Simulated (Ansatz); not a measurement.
## A trial form of Si₂Ag

Computed with DFT PBE, scalar-relativistic, plane waves, PAW in Ansatz 0.2.0. Cutoff 420 eV, Gaussian smearing, Γ-centred meshes. Cell and atoms relax first on a coarse mesh and then on a finer one. In between, the cell is made exact in the group found at 0.06 Å. In metals the finer mesh still leaves noise of several meV/atom or more. The steps can't lower the symmetry of their start. No spin polarisation.

The guess for Si₂Ag was made by a generator: 4-, 6-connected net, elements by coordination (Cmmm, No. 65). The dimensions are guesses.

```
Si Ag
1.0
     2.74980   -5.86475    0.00000
     2.74980    5.86475    0.00000
     0.00000    0.00000    3.90836
Si Ag
4 2
Direct
  0.10192 0.32163 0.50000
  0.89808 0.67837 0.50000
  0.32163 0.10192 0.50000
  0.67837 0.89808 0.50000
  0.00000 0.50000 0.00000
  0.50000 0.00000 0.00000
```

Energies over the elements count from the elements' standard structures at the same level, with no fitted energy shifts.

Problem. Where does the relaxation end?

Solution. The symmetry goes from Cmmm (No. 65) to P4/mmm (No. 123). The volume per atom grows by 18.5 %, from 21.0 to 24.9 Å³. The shortest distance goes from 2.33 Å (Si–Si) to 2.36 Å (Si–Si). The energy falls by about 0.19 eV/atom (the start's value is from the coarse mesh). Conventional cell: a = 5.823 Å, c = 4.406 Å. Si has 3 Si at 2.36–2.48 Å and 2 Ag at 2.53 Å; Ag has 4 Si at 2.53 Å.

```cif
data_structure
_symmetry_space_group_name_H-M 'P4/mmm'
_symmetry_Int_Tables_number 123
_cell_length_a 5.8232
_cell_length_b 5.8232
_cell_length_c 4.4055
_cell_angle_alpha 90.000
_cell_angle_beta 90.000
_cell_angle_gamma 90.000
_cell_volume 149.39
loop_
_atom_site_label
_atom_site_type_symbol
_atom_site_symmetry_multiplicity
_atom_site_Wyckoff_symbol
_atom_site_fract_x
_atom_site_fract_y
_atom_site_fract_z
_atom_site_occupancy
Si1 Si 4 m 0.00000 0.28690 0.50000 1
Ag1 Ag 2 f 0.00000 0.50000 0.00000 1
```

Problem. Give its energy and gap.

Solution. The formation energy is +0.39 eV/atom and the gap on the 8×8×8 mesh of the 6-atom cell is 0 eV (a metal).

A positive value: parting into the elements would lower its energy.

The last run used Gaussian smearing of 0.10 eV. A structure relaxed within its symmetry needn't be a true minimum.
